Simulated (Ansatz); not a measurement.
The relaxed structure here is a generated cell of Ti: the first start was made by placing the elements on the sites of a structure type, and the end was not matched to a known phase here, so it may be hypothetical. Known forms of Ti include space group No. 194.

A relaxed cell of Ti (Pm-3m (No. 221)), relaxed on a k-mesh at least as fine as the one used below. These are PBE (plane waves to 420 eV, PAW, scalar-relativistic; Ansatz, a quantum-chemistry and plane-wave program) values and carry that method's errors. Γ-centred k-mesh 12×12×12 on the run's cell (coarser than for final values), Fermi–Dirac smearing 0.05 eV.

```yaml
crystal:
  lattice:
    - [5.27894, 0.00000, 0.00000]
    - [2.63947, 2.63947, 0.00000]
    - [0.00000, 0.00000, 2.63947]
  atoms:
    - { symbol: Ti, position: [0.00000, 0.50000, 0.50000] }
    - { symbol: Ti, position: [0.50000, 0.50000, 0.50000] }
```

The atoms are displaced along an unstable phonon of this cell by (Å):

| atom | ux | uy | uz |
|---|---|---|---|
| Ti1 | 0.000 | 0.000 | 0.150 |
| Ti2 | 0.000 | 0.000 | -0.150 |

**Question.** What forces (eV/Å) and pressure result?

**Answer.** 
```
atom    Fx    Fy     Fz
----  ----  ----  -----
Ti1   0.00  0.00   0.63
Ti2   0.00  0.00  -0.63
```

Pressure -0.2 GPa.

**Question.** Estimate the energy cost of the displacement in the harmonic approximation and compare with the calculation.

**Answer.** For a harmonic well ΔE = −½ Σ F·u = -0.094 eV a cell, or -47 meV/atom. The calculated energy relative to the undisplaced cell is -0.05 eV/atom, so the harmonic estimate holds well.

The undisplaced cell is probably no minimum: from this displacement the run went on to I4/mmm (No. 139), 0.74 eV/atom below it.

No spin polarisation in the result.
